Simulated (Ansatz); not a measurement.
Na (bcc (W type), space group No. 229) at seven volumes, DFT-PBE in the program Ansatz with PAW potentials, scaled uniformly. One row is withheld.

```csv
V (Å³/atom),P (GPa)
33.633,0.87
34.742,0.54
35.850,0.25
36.959,0.00
38.068,?
39.177,-0.41
40.285,-0.57
```

### Question
Fit the shown pressures and predict the withheld one.

### Answer
P = (3/2)B₀(x^(7/2) − x^(5/2))[1 + (3/4)(B′ − 4)(x − 1)] with x = (V₀/V)^(2/3). Least squares on the six rows gives V₀ = 36.958 Å³/atom, B₀ = 7.8 GPa, B′ = 3.67. At V = 38.068, x = 0.9805 and P = -0.22 GPa. The run itself gave -0.22 GPa.

Space group Im-3m (bcc (W type)). The cell was relaxed with PBE under the symmetry of its start.

Potentials: the later of the program's two PAW sets.
